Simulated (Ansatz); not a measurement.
BN:
```yaml
crystal:
  lattice:
    - [0.00000, 1.81238, 1.81238]
    - [1.81238, 0.00000, 1.81238]
    - [1.81238, 1.81238, 0.00000]
  atoms:
    - { symbol: N, position: [0.75000, 0.75000, 0.75000] }
    - { symbol: B, position: [0.00000, 0.00000, 0.00000] }
```

Relaxed with PBE.

Task: Map the electron localisation function on the plane through (0.750, 0.750, 0.750) spanned by u = [1, 0, 0] and v = [-1, 1, 1] in lattice vectors, from PBE (plane waves, PAW; program Ansatz).

Result: x is the fraction of u, y of v (the angle between them is 90°; rows are the nearest grid lines); atoms in the plane: N at (0.00, 0.00), B at (0.50, 0.25).
```
|01478864346887410|
|12577642124677521|
|66776521012567766|
|88775310001357788|
|77653100000135677|
|54321000000012345|
|21100000000000112|
|00000000000000000|
|00000011111000000|
|00001122322110000|
|00011233433211000|
|00112222222221100|
|22232210001223222|
|55554200000245555|
|77888620001688877|
|88999951016999988|
|67899984248999876|
|13699985358999631|
|01478864346887410|
```
Scale: ten equal steps from 0.000 (start of '0') to 0.930 (end of '9'), in the order '0123456789'; x runs from 0.000 to 1.00, y from 0.000 (bottom) to 1.00 (top).

The density is the valence pseudo-density with augmentation charge, so density and ELF within about 1 Å of a nucleus are not all-electron values.

Space group F-43m (zinc blende). Symmetry was held in the PBE relaxation; phonons on a q-mesh show no instability.

Potentials: the later of the program's two PAW sets.
